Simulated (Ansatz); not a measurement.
CsPbBr3: energy along a strain

CsPbBr3, Pm-3m, a = 5.870 Å (as given, not relaxed at this level: -1.2 GPa). The structure is a COD entry; whether it is the stable form wasn't checked. Ansatz: LDA, PAW, 420 eV, Γ-centred 6×6×6 mesh on 5 atoms, Gaussian smearing 0.05 eV; no spin polarisation. Cell vectors (Å): 5.870 0.000 0.000; 0.000 5.870 0.000; 0.000 0.000 5.870. The cell is strained by x per cent times the pattern (0 1 0 0 0 0) in the order xx yy zz yz xz xy (engineering shears), with fractional coordinates held. y is the free energy over the start, V0 = 40.452 Å³/atom.

```
x (%) y (meV/atom)
-6.00             ?
-4.50          2.03
-3.00         -2.45
 0.00          0.00
 1.50          5.68
 3.00         13.65
 4.50         23.47
 6.00         34.79
```

Fit y = c1 x + c2 x² + c3 x³ to the other rows, get the stiffness along the pattern, and predict the missing energy.

Least squares on the rows shown. y = 2.8862 x + 0.62981 x² − 0.024249 x³. The clamped-ion stiffness p·C·p = 2 × 6.298 eV × 160.2 / 40.452 Å³ = 50 GPa, which is C22 in these axes (C11 of the cubic crystal) (second derivative at the start, which stands under stress). At x = -6.00 the fit asked for gives 10.59 meV/atom. The run gave 11.29 meV/atom, so the fit is 0.70 meV/atom too low, 1.9 % of the span of the series, against an rms of 0.06 meV/atom on the fitted rows. The row lies outside the fitted range. With a term in x⁴ added, a fit to the same known rows predicts 11.26 meV/atom, so most of the miss is curvature that the known rows already hold.

Spin–orbit coupling is left out, which can shift energies with elements as heavy as these.

Symmetry holds off the tilts and polar distortions that many cubic perovskites undergo.